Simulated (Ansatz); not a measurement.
Surface calculation: hcp Zn (10-10), 6 layers

The slab is cut from the hcp crystal, the stable phase, as relaxed on PAW files (13.53 Å³/atom), with 16 Å of vacuum and a dipole correction:

```
Zn
1.0
     2.57489    0.00000    0.00000
     0.00000    4.71123    0.00000
     0.00000    0.00000   21.20320
Zn
6
Direct
  0.75000 0.75000 0.37730
  0.25000 0.25000 0.41236
  0.25000 0.75000 0.48247
  0.75000 0.25000 0.51753
  0.75000 0.75000 0.58764
  0.25000 0.25000 0.62270
```

All numbers are LDA results (scalar-relativistic) from Ansatz 0.2.0, with a Γ-centred 14×8×1 k mesh, Fermi–Dirac smearing of 0.08 eV, no spin polarisation. Methods: LAPW: all electrons, basis error target 1 meV/atom; PAW: frozen-core files, cutoff 420 eV.

The bulk energy comes from a cell in the slab's orientation on a 14×8×8 mesh. The surface energy is (E(slab) − N·E(bulk))/2A at zero smearing, the mean of both faces; thin slabs carry quantum-size effects.

The PAW files were made under PBE.

Task: As cut, the LAPW slab lies 1.630 eV above 6 atoms of bulk. What surface energy is that?

Result: Over two faces of 12.13 Å² it is 67.2 meV/Å², and times 16.02 J/m² per eV/Å² that gives γ = 1.076 J/m².

Task: What do relaxation and the other method give, and what work function comes out?

Result: 

```csv
method,γ as cut (J/m²),γ relaxed (J/m²),Φ as cut (eV),Φ relaxed (eV)
LAPW,1.076,0.795,4.64,4.62
PAW,1.077,0.795,4.64,4.62
```

Task: How do the spacings between the planes relax?

Result: From the bottom face up: d12 -100.1 % of 0.743 Å, d23 +58.6 % of 1.487 Å, d34 -100.1 % of 0.743 Å, d45 +58.6 % of 1.487 Å, d56 -100.1 % of 0.743 Å.

Task: A 2p core hole is made on one atom of each kind in every 1×1 cell (PAW hole dataset, neutral cell, valence without spin). What does it cost by layer?

Result: layer 1 1024.98 eV, layer 2 1024.98 eV, layer 3 1025.05 eV. Shifts between layers mean more than the absolute values, and a whole layer of holes screens otherwise than one hole.
